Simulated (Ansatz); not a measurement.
**NbRu: from a starting cell to a relaxed one**

The start is a randomly generated symmetric cell of NbRu (space group No. 95). The structure is fully relaxed (lattice and positions, P = 0) with PBE (plane waves to 420 eV, PAW, scalar-relativistic; Ansatz, an electronic-structure program). The first steps use a coarse 6×6×6 k-mesh.

The start:
```yaml
crystal:
  lattice:
    - [5.34696, 0.00000, 0.00000]
    - [0.00000, 5.34696, 0.00000]
    - [0.00000, 0.00000, 5.21082]
  atoms:
    - { symbol: Nb, position: [0.00000, 0.40107, 0.00000] }
    - { symbol: Nb, position: [0.00000, 0.59893, 0.50000] }
    - { symbol: Nb, position: [0.59893, 0.00000, 0.75000] }
    - { symbol: Nb, position: [0.40107, 0.00000, 0.25000] }
    - { symbol: Ru, position: [0.20897, 0.20897, 0.62500] }
    - { symbol: Ru, position: [0.79103, 0.79103, 0.12500] }
    - { symbol: Ru, position: [0.79103, 0.20897, 0.37500] }
    - { symbol: Ru, position: [0.20897, 0.79103, 0.87500] }
```

Task: What pressure does the first self-consistent step give?

Result: +16.2 GPa (positive: the cell is compressed).

Task: What is the largest force in the starting geometry, and on which atom (counted from 1)?

Result: 2.47 eV/Å, on Nb1, Nb2, Nb3, Nb4 (atoms numbered as listed).

Task: Is the relaxed structure metallic? Give its gap.

Result: Zero (metallic).

Task: Write out the relaxed structure.

Result: 
Space group P4₃22 (No. 95); a = b = 4.802 Å, c = 6.427 Å, α = β = γ = 90.00°

```json
[
 {"atom": "Nb", "site": "4a", "symmetry": ".2.", "x": "0.0000", "y": "0.3299", "z": "0.0000"},
 {"atom": "Ru", "site": "4c", "symmetry": "..2", "x": "0.2312", "y": "0.2312", "z": "0.6250"}
]
```

The space group stays P4₃22 (No. 95) (the run could not lower it), with 8 atoms in the primitive cell. Final values are on a 10×10×7 k-mesh of the relaxed cell. No spin polarisation in the result.

The run could not lose the symmetry of its start: the end is stationary, and may be a saddle point rather than a minimum.

The relaxed structure here is a generated cell of NbRu: the first start was made by a random draw of sites in a space group, and the end was not matched to a known phase here, so it may be hypothetical.
